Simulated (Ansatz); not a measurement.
**ZnNi, first-principles data**

ZnNi:
```xyz
2
Lattice="2.8500 0.0000 0.0000 0.0000 2.8500 0.0000 0.0000 0.0000 2.8500" Properties=species:S:1:pos:R:3 pbc="T T T"
Ni     0.0000     0.0000     0.0000
Zn     1.4250     1.4250     1.4250
```
The run is spin-polarised; directions of the spins, atom by atom: 0 0.

Space group Pm-3m (No. 221), CsCl type; conventional cell a = 2.850 Å, b = 2.850 Å, c = 2.850 Å, α = 90.00°, β = 90.00°, γ = 90.00°.

Method: DFT-r²SCAN in the program Ansatz with PAW potentials. Geometry: relaxed at this level of theory. Other levels are named where they apply.

### Cell and energy

- Volume per atom = 11.58 Å³
- Density = 8.90 g/cm³
- Formation energy from the elements (no fitted shifts) = -0.24 eV/atom

### Electronic structure

- Electronic character = metallic (no gap)
- Density of states at the Fermi level = 0.34 states/eV per atom (mean over ±0.08 eV)

### Magnetism

- Magnetic order = ferromagnetic
- Net moment = 0.10 μB per atom

### Mechanics

- Bulk modulus (Birch–Murnaghan fit) = 168 GPa
- Pressure derivative B′ = 4.7

### Charges

- Bader charges: Ni -0.23, Zn +0.23 e

The workflow started from an entry of the Crystallography Open Database (COD), which files this formula under 3 space groups. Whether it is the stable phase at ambient conditions was not checked. The cell was relaxed with r²SCAN under the symmetry of its start; whether a distortion lowers the energy is not shown. Magnetic state: ferromagnetic, the only order run, not a proven ground state. The cell computed holds one magnetic atom, so no antiferromagnetic order was within reach. Other orbital occupations within this spin state were not tried. For itinerant 3d metals, meta-GGAs of the SCAN family and hybrids are commonly reported to give too large moments. The references are the lowest solids computed at this level, not always the standard phases.

Potentials: the later of the program's two PAW sets.
